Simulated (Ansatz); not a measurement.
Cu Kα1 powder pattern (kinematic, no thermal factors).
2θ (°) (relative intensity): 18.22 (82), 20.58 (100), 25.88 (31), 27.62 (16), 33.29 (8), 36.93 (28), 41.47 (62), 41.87 (23), 42.64 (17), 46.01 (15), 46.73 (48), 49.88 (10), 53.21 (2), 57.03 (14), 60.10 (14), 60.40 (36), 64.23 (12), 64.81 (3), 67.95 (2), 69.63 (6), 69.91 (2), 71.02 (1), 72.94 (1), 73.48 (5), 75.92 (13), 77.00 (3), 78.60 (4), 79.93 (9), 81.52 (5), 82.31 (4), 84.41 (4), 84.67 (7), 85.20 (5), 88.08 (5)

The pattern is computed from a structure relaxed with DFT PBE, scalar-relativistic, plane waves, PAW (Ansatz 0.2.0). No spin polarisation. Its elements are F, Y.

Give the structure.

YF$_{5}$.
Space group P4/mmm (No. 123). a = 4.865 Å, b = 4.865 Å, c = 4.312 Å, α = 90.00°, β = 90.00°, γ = 90.00°
```json
{"atom": "Y", "site": "1c", "symmetry": "4/mmm", "x": "0.5000", "y": "0.5000", "z": "0.0000"}
{"atom": "F", "site": "4l", "symmetry": "m2m.", "x": "0.3112", "y": "0.0000", "z": "0.0000"}
{"atom": "F", "site": "1d", "symmetry": "4/mmm", "x": "0.5000", "y": "0.5000", "z": "0.5000"}
```

A pattern alone doesn't exclude other cells with like lines; this is the one computed.

Another cell of YF5 relaxed alike, in P6/mmm, lies 125 meV/atom lower, so this cell isn't the stable form at this level.

The structure comes from a generated guess; another structure or a mixture of phases may lie lower.
